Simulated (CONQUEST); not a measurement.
CONQUEST run on Au (Fm-3m, 4 atoms in the cell; from Materials Project mp-81): self-consistent single point.

Method: PBE, numerical atomic orbitals double-zeta with polarisation (the shipped basis), PseudoDojo norm-conserving potentials made for PBE in CONQUEST.

```xyz
4
Lattice="4.1713 0.0000 0.0000 0.0000 4.1713 0.0000 0.0000 0.0000 4.1713" Properties=species:S:1:pos:R:3 pbc="T T T"
Au     0.0000     0.0000     0.0000
Au     0.0000     2.0856     2.0856
Au     2.0856     0.0000     2.0856
Au     2.0856     2.0856     0.0000
```

Reference input (self-consistent single point, DFT, PBE, numerical atomic orbitals double-zeta with polarisation (the shipped basis), PseudoDojo norm-conserving potentials made for PBE): basis = DZP; Diag.MPMeshX, Y, Z = 5 5 5; potentials = PseudoDojo norm-conserving PBE; Grid.GridCutoff = 140 Ha; DM.SolutionMethod = diagon; Diag.kT = 0.003675 Ha; Diag.GammaCentred = true; minE.SCTolerance = 1.0e-06; SC.MaxIters = 100; SC.LinearMixingFactor = 0.5; SC.KerkerPreCondition = true; SC.KerkerFactor = 0.5 1/bohr. This run's input differs from it in these lines:

```diff
@@ -21,3 +21,3 @@
 Diag.GammaCentred              T
-Diag.kT                        0.003675
+Diag.kT                        0.007350
```

Log, with long lists cut:

```
    new_SC_potl: Starting.  Tolerance:  0.10000E-05

    PulayMixSC: Starting Pulay mixing, A_up =  0.500 A_dn =  0.500
    PulayMixSC: Spin non-polarised calculation.
    PulayMixSC: with Kerker preconditioning, q0 =  0.500
          Harris-Foulkes Energy            :      -592.796993172185239 Ha
          GroundState Energy (E-(1/2)TS)   :      -592.801627641850359 Ha
          Free Energy (E-TS)               :      -592.806262111515366 Ha
          DFT Total Energy                 :      -592.693523488764299 Ha
          Total number of electrons        :        76.000000000001108
   [... lines left out ...]
          Total number of electrons        :        76.000053653606344
    PulayMixSC: Pulay iteration    11 residual:              0.24889E-05
          Harris-Foulkes Energy            :      -592.749522860619777 Ha
          GroundState Energy (E-(1/2)TS)   :      -592.753395154664986 Ha
          Free Energy (E-TS)               :      -592.757267448710195 Ha
          DFT Total Energy                 :      -592.749522861648416 Ha
          Total number of electrons        :        76.000056699624039
    PulayMixSC: Pulay iteration    12 residual:              0.67562E-06
    PulayMixSC: Reached SCF tolerance of  0.67562E-06 after     12 iterations
      | Number of electrons      =        76.000057
      |* band energy as 2Tr[K.H] =       -99.475741886965480 Ha
      |  screened ion-ion energy =      -467.471351115655978 Ha
      |  Ha correction           =         3.634847295643540 Ha
      |  XC correction           =       -29.437246567268165 Ha
      | GS Energy as E-(1/2)TS   =      -592.753395154664986 Ha
      | Free Energy as E-TS      =      -592.757267448710195 Ha
      |* Harris-Foulkes energy   =      -592.749522860619777 Ha
      |* DFT total energy        =      -592.749522861648416 Ha
      |  estimated accuracy      =         0.000000001028639 Ha

    force: Forces on atoms (Ha/A )
    force:  Atom   X              Y              Z
   [... lines left out ...]
    force: Maximum force :        0.00000000(Ha/A ) on atom         1 in z direction
   [... lines left out ...]
    force: Force Residual:        0.00000000 Ha/A
    force: Total stress:         -0.64181448     0.00000000    -0.00000000 GPa
                             0.00000000    -0.64181448    -0.00000000
                            -0.00000000    -0.00000000    -0.64181448
    force: Average pressure:      0.64181448 GPa

    force: Finished force
    get_E_and_F: Change in energy during last step of electronic optimisation: -0.27841E-06
```

The run converged in 12 iterations. CONQUEST prints the stress tensor with tension positive. Against the reference run the free energy drops by 21.5 meV/atom and the pressure goes from 0.93 to 0.64 GPa.

The program uses no crystal symmetry, so grid and mesh can part values that symmetry would make equal. The atom-centred basis is finite, which shifts total energies and pressures against plane waves. This run is one point of a test of settings, so its values need not be converged; read them against the reference run alone. The structure comes from a collection of computed structures, made at another level of theory; the collection holds predicted forms beside known ones. No clean gap shows at this smearing width and mesh (spacing up to 0.30 Å⁻¹); the mesh is coarse for partly filled bands, so the values carry mesh errors.

Cost on one core: roughly 2.7 core-minutes.
